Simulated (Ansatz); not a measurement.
Structure: PbO on the sites of the litharge structure (relaxed group P4/nmm), at its r2SCAN+rVV10 minimum. The symmetry is P4/nmm (No. 129, tetragonal); a = 3.978 Å, c = 5.009 Å in the conventional setting, 19.82 Å³ an atom. Pb is surrounded by 4 O at 2.32 Å; O is surrounded by 4 Pb at 2.32 Å.

```cif
data_structure
_symmetry_space_group_name_H-M 'P 1'
_symmetry_Int_Tables_number 1
_cell_length_a 3.9784
_cell_length_b 3.9784
_cell_length_c 5.0093
_cell_angle_alpha 90.000
_cell_angle_beta 90.000
_cell_angle_gamma 90.000
_cell_volume 79.29
loop_
_atom_site_label
_atom_site_type_symbol
_atom_site_fract_x
_atom_site_fract_y
_atom_site_fract_z
_atom_site_occupancy
Pb1 Pb 0.00000 0.50000 0.23641 1
Pb2 Pb 0.50000 0.00000 0.76359 1
O1 O 0.50000 0.50000 0.00000 1
O2 O 0.00000 0.00000 0.00000 1
```

3 runs of the plane-wave code Ansatz on this cell differ in the functional (and in the settings that go with it). Levels are in eV from each run's valence top; v1 is the last filled band, c1 the first empty one.

Run A, mean stress +0.6 GPa (compression positive):
```tsv
point	v2	v1	c1	c2
Γ	-2.23	0.00	3.94	7.17
X	-1.97	-1.97	4.95	4.95
M	-1.55	-1.55	2.54	2.54
```

Run B, mean stress +1.2 GPa (compression positive):
```tsv
point	v2	v1	c1	c2
Γ	-1.81	0.00	2.82	5.89
X	-1.74	-1.74	3.78	3.78
M	-1.17	-1.17	1.53	1.53
```

Run C, mean stress +0.7 GPa (compression positive):
```tsv
point	v2	v1	c1	c2
Γ	-2.19	0.00	3.27	6.47
X	-1.92	-1.92	4.26	4.26
M	-1.51	-1.51	1.89	1.89
```

Q: Match the runs to r2SCAN, HSE06, PBE0.

A: A is PBE0, B is r2SCAN, C is HSE06. In order of the gap: r2SCAN 1.53, HSE06 1.89, PBE0 2.54 eV.

(Simulation; spin polarisation is off.)

Spin-orbit coupling is left out; in compounds of Pb, Bi, Tl or Hg it can lower a gap by up to about 1 eV, split its edges or invert the bands.

The program warns that its thresholds are loose for a hybrid's stress.

The meshes of the hybrids are coarse, so their gaps aren't converged to the digits shown.
